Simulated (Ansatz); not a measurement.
## AlCrSi: computed property card

AlCrSi:
```
AlCrSi
1.0
    3.79114     0.00000     0.00000
    0.00000     3.79114     0.00000
    0.00000     0.00000     5.86229
Cr Al Si
2 2 2
Cartesian
  1.89557   1.89557   0.00000
  0.00000   0.00000   0.00000
  0.00000   1.89557   4.03616
  1.89557   0.00000   1.82613
  1.89557   0.00000   4.32360
  0.00000   1.89557   1.53870
```
The run is spin-polarised; directions of the spins, atom by atom: ↓ ↑ 0 0 0 0.

Space group P4/nmm (No. 129); conventional cell a = b = 3.7911 Å, c = 5.8623 Å, α = β = γ = 90.00°.

Method: the program Ansatz at the PBEsol level (PAW). Geometry: relaxed at this level of theory. Other levels are named where they apply.

Cell and energy:

| Quantity | Value |
|---|---|
| Volume per atom | 14.04 Å³ |
| Density | 4.22 g/cm³ |
| Formation energy from the elements (no fitted shifts) | -0.18 eV/atom |

Electronic structure:

| Item | Result |
|---|---|
| Electronic character | metallic (no gap) |
| Density of states at the Fermi level | 0.50 states/eV per atom (mean over ±0.08 eV) |

Magnetism:

| Item | Value |
|---|---|
| Magnetic order | antiferromagnetic |
| Net moment | 0.00 μB per atom |

Mechanics:

| Quantity | Result |
|---|---|
| Bulk modulus (Birch–Murnaghan fit) | 137 GPa |
| Pressure derivative B′ | 4.5 |

The start of the workflow was typed in or built on a structure type; neither database checked (COD, Materials Project) lists it. Its standing as an ambient phase is unchecked. The PBEsol relaxation kept the symmetry of its start, as lowered by the spin order; whether a distortion lowers the energy is not shown. The final state is antiferromagnetic, chosen from 5 collinear starts compared on coarse meshes (ties went to the first, and starts can fall back to one state), not a proven ground state. Point labels and valley counts follow the cell and symmetry of the run, lower than the named group. The references are the lowest solids computed at this level, not always the standard phases.

Potentials: the earlier of the program's two PAW sets. The files were generated under PBE; for other functionals the program regenerates the frozen cores, and for LDA and PBEsol the local potential too.
